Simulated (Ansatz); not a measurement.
**Si₄P₄Os: computed property card**

Si4P4Os:
```
CELL_PARAMETERS angstrom
      2.26128    -0.29065     5.70070
      1.81880     5.27051     0.00000
     -4.91597     0.00000     0.00000
ATOMIC_POSITIONS crystal
  Si 0.99203 0.00058 0.00434
  Si 0.73516 0.37141 0.60953
  Si 0.18477 0.62000 0.48755
  Si 0.53125 0.80278 0.17798
  P  0.62122 0.04052 0.68836
  P  0.06287 0.25162 0.50801
  P  0.42448 0.43585 0.22264
  P  0.86743 0.66640 0.08160
  Os 0.30308 0.02743 0.84710
```

Space group P1 (No. 1); conventional cell a = 4.916 Å, b = 5.576 Å, c = 6.140 Å, α = 85.68°, β = 68.39°, γ = 70.96°.

Method: DFT-LDA in the program Ansatz with PAW potentials. Geometry: relaxed at this level of theory. Other levels are named where they apply.

Cell and energy:

- Volume per atom = 16.41 Å³
- Density = 4.79 g/cm³
- Formation energy from the elements (no fitted shifts) = -0.38 eV/atom

Electronic structure:

Band gap: 1.30 eV (indirect)
Valence-band maximum: at Γ
Conduction-band minimum: off the standard path, at k = (0.492, 0.398, -0.076) in fractions of the reciprocal vectors
Smallest direct gap on the standard path: 1.76 eV
Electron effective mass: 0.24, 0.42, 1.0 mₑ (principal values)
Hole effective mass: 0.48, 1.1, 1.5 mₑ (principal values)

Mechanics:

- Bulk modulus (Birch–Murnaghan fit): 141 GPa
- Pressure derivative B′: 4.3

Dielectric response:

- Electronic dielectric constant ε∞ (DFPT) = 15.1 (xx), 15.1 (yy), 15.2 (zz)
- Static dielectric constant ε0 (ions relaxed, cell fixed) = 19.0 (xx), 17.9 (yy), 18.9 (zz)
- Born charges (a third of the trace) = Si +1.60 to +2.39, P -1.65 to -0.15, Os -6.37 e

Phonons:

- Highest zone-centre frequency (without LO–TO term) = 524 cm⁻¹
- Zone-centre stability = no imaginary mode at Γ
- Dynamical stability on the path = stable (no imaginary branch)
- Zero-point energy = 60.4 meV/atom
- Vibrational entropy at 300 K = 19.3 J/(K·mol of atoms)

The first step of the workflow began from a Materials Project structure, measured or hypothetical; the Crystallography Open Database copy checked does not list it. With Si and P taken as one species the cell has the higher symmetry P-1, so it may be an ordered model of a mixed-site phase. Whether it is the stable phase at ambient conditions was not checked. The cell was relaxed with LDA. No spin polarisation was allowed. The references are the lowest solids computed at this level, not always the standard phases. Spin–orbit coupling is left out wherever it is not named.

Potentials: the later of the program's two PAW sets.
